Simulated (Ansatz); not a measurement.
KLaMgWO6 (F-43m): the band gap by level of theory

All numbers come from the PAW code Ansatz. No magnetic order and no zero-point or thermal motion.

Structure: KLaMgWO6 (F-43m) from a database of computed structures, at its r2SCAN minimum. Space group F-43m (No. 216), cubic; conventional cell a = 7.895 Å, 12.30 Å³ an atom. K has 12 O at 2.79 Å; La has 12 O at 2.79 Å; Mg has 6 O at 2.04 Å; W has 6 O at 1.91 Å; O has 1 W at 1.91 Å and 1 Mg at 2.04 Å and 2 La at 2.79 Å and 2 K at 2.79 Å.

```
K La Mg W O
1.0
     0.00000    3.94765    3.94765
     3.94765    0.00000    3.94765
     3.94765    3.94765    0.00000
K La Mg W O
1 1 1 1 6
Direct
  0.75000 0.75000 0.75000
  0.25000 0.25000 0.25000
  0.00000 0.00000 0.00000
  0.50000 0.50000 0.50000
  0.74205 0.25795 0.25795
  0.25795 0.74205 0.74205
  0.74205 0.74205 0.25795
  0.25795 0.25795 0.74205
  0.25795 0.74205 0.25795
  0.74205 0.25795 0.74205
```

Relaxed lattice by functional, symmetry kept:
```tsv
functional	k mesh	a (Å)	volume (Å³/atom)
PBE	6×6×6	7.965	12.63
r2SCAN	6×6×6	7.895	12.30
```

Band edges at fixed r2SCAN geometry:
```json
{"level": "PBE", "k mesh": "6×6×6", "gap (eV)": "2.68", "kind": "indirect", "edges": "Γ → X", "least direct gap (eV)": "2.72", "rough cost": "30 core-seconds"}
{"level": "PBE+SOC", "k mesh": "6×6×6", "gap (eV)": "2.66", "kind": "indirect", "edges": "Γ → X", "least direct gap (eV)": "2.72", "rough cost": "2.1 core-minutes"}
{"level": "r2SCAN", "k mesh": "6×6×6", "gap (eV)": "3.08", "kind": "indirect", "edges": "Γ → X", "least direct gap (eV)": "3.12", "rough cost": "29 core-seconds"}
{"level": "HSE06", "k mesh": "4×4×4", "gap (eV)": "4.18", "kind": "indirect", "edges": "Γ → X", "least direct gap (eV)": "4.23", "rough cost": "6 core-minutes"}
{"level": "PBE0", "k mesh": "4×4×4", "gap (eV)": "4.94", "kind": "indirect", "edges": "Γ → X", "least direct gap (eV)": "4.99", "rough cost": "6 core-minutes"}
```
PBE: smearing of 0.02 eV; the others have fixed occupations.
Wave cutoffs: 420 eV, 500 eV (r2SCAN).
Costs come from shared machines and give only the order; PBE's includes the band path. The runs had 8 threads of Arm Neoverse V2, on a shared host.

HSE06 gives an indirect gap of 4.18 eV, from Γ to X; the least direct gap is 4.23 eV at X. Spin-orbit coupling changes the PBE gap by -0.011 eV, to 2.66 eV.

r2SCAN covers 27 % of the step from PBE to HSE06, while HSE06 needs about 12 times r2SCAN's rough cost (on a coarser mesh). Spin-orbit coupling moves PBE's least or direct gap by up to 0.011 eV, so it can be left out where a tenth of an eV counts. All these functionals give a gap of the same kind, indirect.

r2SCAN (ground state on 6×6×6): The electronic dielectric tensor ε∞ is 4.45 in all directions. Born charges, averaged over directions: K +1.16, La +4.49, Mg +2.75, W +6.79, O -2.53 e.

Only the levels marked +SOC include spin-orbit coupling.
